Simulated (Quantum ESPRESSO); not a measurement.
BSi3C3N, a curve over one atom's position

A calculation, not a measurement. The program is pw.x of Quantum ESPRESSO 7.5 (plane-wave density functional theory). The cell is made up: 8 atoms on a zincblende/diamond lattice, with randomly drawn elements, strain and displacements, not relaxed. PseudoDojo standard norm-conserving files (v0.5 for PBE, v0.4.1 for LDA and PBEsol) set the functional; there is no spin polarisation, spin-orbit coupling or dispersion term, and the masses in the input are unused placeholders.

Seven runs move atom 6 (C, counted in the order of the input) along x and keep all else fixed.

Input of the run at -0.0364:

```
&control calculation='scf', pseudo_dir='./dojo.nc.sr.pbe.v0_5.standard.upf', outdir='./o', disk_io='medium', tprnfor=.true., tstress=.true. /
&system ibrav=0, nat=8, ntyp=4, nbnd=22, ecutwfc=84.00895049, nosym=.true., tot_charge=0,
 occupations='smearing', smearing='fd', degauss=0.0018374661
/
&electrons conv_thr=7.350e-09, electron_maxstep=60, /
ATOMIC_SPECIES
B 1.0 B.upf
C 1.0 C.upf
N 1.0 N.upf
Si 1.0 Si.upf
CELL_PARAMETERS angstrom
4.4468 0.0626 0.0282
0.0626 4.5108 -0.0655
0.0282 -0.0655 4.479
ATOMIC_POSITIONS angstrom
B 0.0142 -0.0849 -0.0773
Si -0.1141 2.3589 2.1335
Si 2.3306 -0.0798 2.3459
Si 2.1844 2.2722 0.0965
C 1.0745 1.2745 1.2225
C 1.1748 3.2889 3.2193
C 3.3498 1.1434 3.3925
N 3.367 3.313 1.1466
K_POINTS automatic
4 4 4 1 1 1
```

| shift of atom 6 along x (Å) | free energy less that of the input shown (eV) | Fx on atom 6 (eV/Å) | Fy on atom 6 (eV/Å) | Fz on atom 6 (eV/Å) | pressure (GPa) | next band up at Gamma (eV) | iterations |
| --- | --- | --- | --- | --- | --- | --- | --- |
| -0.1119 | -0.0351 | 0.158 | 2.198 | 3.198 | -21.34 | 0.604 | 13 |
| -0.0658 | -0.0248 | -0.603 | 1.915 | 3.034 | -21.42 | 0.659 | 13 |
| -0.0364 | 0.0000 | -1.083 | 1.736 | 2.949 | -21.40 | 0.691 | 13 |
| +0.0950 | 0.2795 | -3.146 | 0.907 | 2.760 | -20.67 | 0.776 | 13 |
| +0.1175 | 0.3541 | -3.482 | 0.756 | 2.758 | -20.45 | 0.782 | 13 |
| +0.1356 | 0.4195 | -3.748 | 0.632 | 2.763 | -20.24 | 0.785 | 13 |

Question: one run is left out of the table, at +0.0681. Estimate its Fx on atom 6 (eV/Å).

Answer: -2.737. The whole row:

```
shift of atom 6 along x (Å)  free energy less that of the input shown (eV)  Fx on atom 6 (eV/Å)  Fy on atom 6 (eV/Å)  Fz on atom 6 (eV/Å)  pressure (GPa)  next band up at Gamma (eV)  iterations
                    +0.0681                                         0.2004               -2.737                1.083                2.773          -20.91                       0.766          13
```

A cubic fit gives dFx/dx = -15.97 eV/Å² at zero shift. Across the table the free energy follows the integral of the force to within 0.1 meV. A rerun of one of the cells at 1437 eV and a 6 x 6 x 6 mesh moved values by no more than 0.005 eV in energy, 0.03 GPa in stress and 0.005 eV/Å in force. The band column is the level of band 17 at Gamma less that of band 16, whose number is half the electron count, rounded up; it comes from a band step after each run.